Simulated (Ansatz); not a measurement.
Relaxed-ion elastic tensor of Ru (dhcp (α-La type), space group No. 194) in GPa (Voigt order), the program Ansatz at the PBEsol level (PAW); density 12.55 g/cm³, 13.37 Å³ per atom.

```tsv
	1	2	3	4	5	6
1	627	203	184	0.0	0.0	0.0
2	203	627	184	0.0	0.0	0.0
3	184	184	685	0.0	0.0	0.0
4	0.0	0.0	0.0	184	0.0	0.0
5	0.0	0.0	0.0	0.0	184	0.0
6	0.0	0.0	0.0	0.0	0.0	212
```

Q: Is the crystal mechanically stable?

A: Yes: the smallest eigenvalue of C is 184 GPa.

Q: Work out the Voigt, Reuss and Hill averages.

A: K_V = 342, K_R = 342, K_H = 342; G_V = 207, G_R = 205, G_H = 206 GPa.

Q: Give Young's modulus, Poisson's ratio, Pugh's ratio and the universal anisotropy index.

A: E = 9KG/(3K + G) = 514 GPa; ν = 0.25; K/G = 1.66 (near the Pugh limit of 1.75, no verdict); A_U = 5G_V/G_R + K_V/K_R − 6 = 0.06.

Q: Estimate the sound speeds and the Debye temperature.

A: v_l = √((K + 4G/3)/ρ) = 7010 m/s, v_t = √(G/ρ) = 4050 m/s, mean 4500 m/s; Θ = (h/k)(3n/4πV)^(1/3) v_m = 564 K.

Q: Solve the Christoffel equation for the three sound speeds along x, y, z.

A: Eigenvalues of C_ijkl n_j n_l equal ρv². In km/s, slowest first: x 3.82, 4.11, 7.07; y 3.82, 4.11, 7.07; z 3.82, 3.82, 7.39.

Q: How much does each axis shrink under pressure?

A: Linear compressibilities β_i = Σ_j S_ij (j = 1 to 3): x 1.0, y 1.0, z 0.92 per TPa.

Space group P6_3/mmc (dhcp (α-La type)). The start of the workflow was typed in or built on a structure type. Its sites differ from those of the usual phase in this space group: another stacking or structure type. Symmetry was held in the PBEsol relaxation; of distortions, only those at the zone centre were tested. The run is not spin-polarised. As this level gives no gap, shear constants depend on the k-mesh and smearing (Fermi–Dirac, 0.1 eV here). On the denser mesh and wider smearing of the elastic run this cell carries a stress of 0.6 GPa.

Potentials: the later of the program's two PAW sets.
